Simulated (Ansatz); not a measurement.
Here is the system:

TaC:
```xyz
2
Lattice="0.0000 2.2198 2.2198 2.2198 0.0000 2.2198 2.2198 2.2198 0.0000" Properties=species:S:1:pos:R:3 pbc="T T T"
C      0.0000     0.0000     0.0000
Ta     2.2198     2.2198     2.2198
```

This is the PBEsol-relaxed structure.

Q: All from PBEsol in the plane-wave PAW code Ansatz, unless another level is named. Predict the electronic character.

A: metallic (no gap).

Q: And the formation energy from the elements (no fitted shifts)?

A: -678 meV/atom.

Q: Give the density of states at the Fermi level.

A: 0.31 states/eV per atom (mean over ±0.08 eV).

Q: Give the gap with spin–orbit coupling.

A: none (metallic).

Space group Fm-3m (rock salt). Symmetry was held in the PBEsol relaxation. The run is not spin-polarised. The references are the lowest solids computed at this level, not always the standard phases. Scalar-relativistic: spin–orbit coupling is off unless named, which matters more the heavier the elements.

Potentials: the later of the program's two PAW sets.
